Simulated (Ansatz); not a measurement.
LaF in space group R-3m (No. 166; La on 6c, F on 6c) at seven volumes, the program Ansatz at the r²SCAN+D4 level (PAW), shape and atoms relaxed at each. One row is withheld.

| V (Å³/atom) | P (GPa) |
|---|---|
| 20.520 | ? |
| 21.197 | 1.96 |
| 21.873 | 0.91 |
| 22.550 | 0.00 |
| 23.226 | -0.84 |
| 23.903 | -1.49 |
| 24.579 | -2.00 |

Problem. Fit the shown pressures and predict the withheld one.

Solution. Third-order Birch–Murnaghan: P = (3/2)B₀(x^(7/2) − x^(5/2))[1 + (3/4)(B′ − 4)(x − 1)] with x = (V₀/V)^(2/3). Least squares on the six rows gives V₀ = 22.527 Å³/atom, B₀ = 28.27 GPa, B′ = 4.53. At V = 20.520, x = 1.0642 and P = 3.26 GPa. The run itself gave 3.30 GPa.

The start of the workflow was typed in or built on a structure type; neither database checked (COD, Materials Project) lists it. Its standing as an ambient phase is unchecked. Symmetry was held in the r²SCAN+D4 relaxation; whether a distortion lowers the energy is not shown. Spin–orbit coupling is left out wherever it is not named.

Potentials: the earlier of the program's two PAW sets. The files were generated under PBE; for other functionals the program regenerates the frozen cores, and for LDA and PBEsol the local potential too.
